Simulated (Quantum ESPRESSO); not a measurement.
## Band energies of Sr₂OsH₆

```
Sr2OsH6
1.0
    0.00000     3.81228     3.81228
    3.81228     0.00000     3.81228
    3.81228     3.81228     0.00000
H Sr Os
6 2 1
Cartesian
  3.81228   3.81228   5.90027
  3.81228   3.81228   1.72429
  5.90027   3.81228   3.81228
  1.72429   3.81228   3.81228
  3.81228   5.90027   3.81228
  3.81228   1.72429   3.81228
  5.71842   5.71842   5.71842
  1.90614   1.90614   1.90614
  0.00000   0.00000   0.00000
```

LDA (Quantum ESPRESSO, PseudoDojo norm-conserving, 74 Ry, no spin-orbit coupling); path ΓXWKΓLUWLK,UX; energies in eV from the valence-band maximum.

| k (1/Å) | point | band 17 | band 18 | band 19 | band 20 | band 21 | band 22 | band 23 | band 24 |
|---|---|---|---|---|---|---|---|---|---|
| 0.00 | Γ | -2.35 | -2.35 | 0.00 | 0.00 | 0.00 | 3.81 | 3.96 | 3.96 |
| 0.41 |  | -2.01 | -2.01 | -0.33 | -0.03 | -0.03 | 3.29 | 3.64 | 5.29 |
| 0.82 | X | -1.63 | -1.63 | -0.73 | -0.07 | -0.07 | 2.25 | 3.27 | 4.35 |
| 1.24 | W | -2.51 | -1.68 | -0.23 | -0.23 | -0.05 | 2.59 | 3.89 | 3.89 |
| 1.24 | K | -2.29 | -1.53 | -0.39 | -0.10 | -0.09 | 2.53 | 3.69 | 4.19 |
| 1.59 |  | -2.16 | -1.69 | -0.26 | -0.08 | -0.08 | 3.34 | 3.92 | 4.38 |
| 1.94 |  | -2.28 | -2.24 | -0.05 | -0.01 | -0.01 | 3.90 | 3.95 | 4.15 |
| 2.11 | Γ | -2.35 | -2.35 | 0.00 | 0.00 | 0.00 | 3.81 | 3.96 | 3.96 |
| 2.47 |  | -1.99 | -1.99 | -0.19 | -0.04 | -0.04 | 3.91 | 3.91 | 4.89 |
| 2.82 | L | -1.60 | -1.60 | -0.40 | -0.10 | -0.10 | 3.85 | 4.03 | 4.03 |
| 3.33 | U | -2.29 | -1.53 | -0.39 | -0.10 | -0.09 | 2.53 | 3.69 | 4.19 |
| 3.33 | W | -2.51 | -1.68 | -0.23 | -0.23 | -0.05 | 2.59 | 3.89 | 3.89 |
| 3.47 |  | -2.39 | -1.62 | -0.23 | -0.21 | -0.07 | 2.67 | 3.93 | 3.99 |
| 3.77 |  | -1.76 | -1.59 | -0.34 | -0.11 | -0.10 | 3.36 | 4.02 | 4.54 |
| 3.91 | L | -1.60 | -1.60 | -0.40 | -0.10 | -0.10 | 3.85 | 4.03 | 4.03 |
| 4.16 |  | -2.01 | -1.56 | -0.29 | -0.14 | -0.10 | 3.01 | 4.02 | 4.35 |
| 4.42 | K | -2.29 | -1.53 | -0.39 | -0.10 | -0.09 | 2.53 | 3.69 | 4.19 |
| 4.42 | U | -2.29 | -1.53 | -0.39 | -0.10 | -0.09 | 2.53 | 3.69 | 4.19 |
| 4.71 | X | -1.63 | -1.63 | -0.73 | -0.07 | -0.07 | 2.25 | 3.27 | 4.35 |

The LDA gap is indirect, 2.25 eV, from Γ to X; the smallest direct gap is 2.32 eV.

Without spin-orbit coupling, band edges of such heavy elements can be off by tenths of an eV.

Geometry of the Materials Project entry, not relaxed at this level.

The structure is a Materials Project entry; no match was found in the copy of COD used, and its stability was not checked.
